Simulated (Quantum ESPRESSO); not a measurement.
# Planted mistakes on one cell of Al7InAs8

The results below are calculated, not measured. They come from pw.x of Quantum ESPRESSO 7.5, a plane-wave density functional program, with PseudoDojo standard norm-conserving files (v0.5 for PBE, v0.4.1 for LDA and PBEsol). The cells are made up: elements, strain and atom displacements were drawn at random, and nothing was relaxed. There is no spin polarisation, spin-orbit coupling or dispersion term.

The cell has 16 sites of a zincblende or diamond lattice (two cubes along c). Sites 1 to 8 hold Al Al Al Al Al Al Al In; sites 9 to 16 hold As As As As As As As As. Cell vectors in Å: (5.664, 0.000, 0.000); (0.000, 5.664, 0.000); (0.000, 0.000, 11.329). Settings: PBE, cutoff 1143 eV, 4 x 4 x 2 k mesh shifted by half a step, Fermi-Dirac smearing of 0.025 eV.

The intended run has a self-consistency threshold of 1e-07 eV, a smearing term of 0.000 eV, a pressure of 6.59 GPa and 13 iterations. Each further run changes one thing: all lengths scaled by 0.9807; atoms of sites 3 and 8 exchanged; cutoff 629 eV; files of LDA; k mesh 1 x 1 x 1; one electron removed; threshold 0.04 eV. A coarse mesh keeps the shift, and a charged cell sits in a uniform background.

| run | change of free energy (eV) | smearing term -TS (eV) | change of P (GPa) | largest change of a force component (eV/Å) | iterations |
| --- | --- | --- | --- | --- | --- |
| A | -0.293 | 0.000 | -0.29 | 2.038 | 13 |
| B | 0.018 | 0.000 | 0.34 | 0.526 | 6 |
| C | 4.995 | 0.000 | 2.14 | 0.414 | 13 |
| D | 1.208 | 0.000 | 5.83 | 0.495 | 13 |
| E | 208.909 | 0.000 | -446.82 | 0.102 | 12 |
| F | 16.739 | 0.000 | -4.39 | 0.262 | 13 |
| G | -6.924 | -0.012 | -5.07 | 0.361 | 12 |

A rerun of the intended cell at 1437 eV and k mesh 6 x 6 x 4 moved values by no more than 0.016 eV in the cell's energy, 0.02 GPa in stress and 0.003 eV/Å in force.

Question: which change belongs to which run?

## Worked reading

Run B has the fewest iterations, as a run stopped early does. Run E has a higher energy and the largest fall in pressure, as too small a basis gives. Run D changes the volume by a factor of 0.9432; minus its pressure change over the logarithm of that factor, 100 GPa, is a rough bulk modulus with clamped atoms. Energies from files of another functional, or of a charged cell, have another zero and say nothing on stability; the pressure of a charged cell rests on the program's zero of potential too.

## Key

```
run                            change
  A  atoms of sites 3 and 8 exchanged
  B                 threshold 0.04 eV
  C                  k mesh 1 x 1 x 1
  D      all lengths scaled by 0.9807
  E                     cutoff 629 eV
  F                      files of LDA
  G              one electron removed
```